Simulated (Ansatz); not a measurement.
The elements of this relaxed trial crystal are hidden behind letters.

```
lattice vectors (Å)
   5.8301    0.0000    0.0000
   0.0000   10.1208    0.0000
   0.0000    0.0000    3.3898
fractional positions
X 0.0000 0.6665 0.0068
X 0.5000 0.1665 0.9932
X 0.5000 0.8335 0.9932
X 0.0000 0.3335 0.0068
Z 0.5000 0.5000 0.5025
Z 0.0000 0.0000 0.4975
```

The calculation used DFT PBE, scalar-relativistic, plane waves, PAW in Ansatz. Settings of the last relaxation (6-atom cell): 420 eV, 12×8×4 k points, Gaussian smearing of 0.10 eV, no spin polarisation.

| Item | Value |
| --- | --- |
| Space group | Pmmn (No. 59) |
| Conventional cell | a = 5.830 Å, b = 10.121 Å, c = 3.390 Å |
| Volume per atom | 33.34 Å³ |
| Density | 2.50 g/cm³ |
| Energy over the elements | +0.19 eV/atom |
| Gap on the 12×8×4 mesh of the 6-atom cell | 0 eV (a metal) |

Energies are uncorrected and count from the elements' standard states at the same level.

Question: X is an s-block element of period 4 and Z is a p-block element of period 4. Which elements are they?

Answer: X = K, Z = Ge, so the formula is K2Ge. Density times volume gives a mean mass of 2.50 × 33.34/1.6605 = 50.2 u per atom, and this set has 50.3 u. Among the elements that the hints allow, noble gases aside, only these give it. Around K lie 5 K at 3.37–3.39 Å and 6 Ge at 3.76–3.79 Å; around Ge lie 2 Ge at 3.39 Å and 12 K at 3.76–3.79 Å.

This cell was reached by moving the atoms of another relaxed cell at random and relaxing again, last within the group found; it had no such test of its own. Another cell of K2Ge relaxed alike, in I4/mcm, lies 114 meV/atom lower, so this cell isn't the stable form at this level.
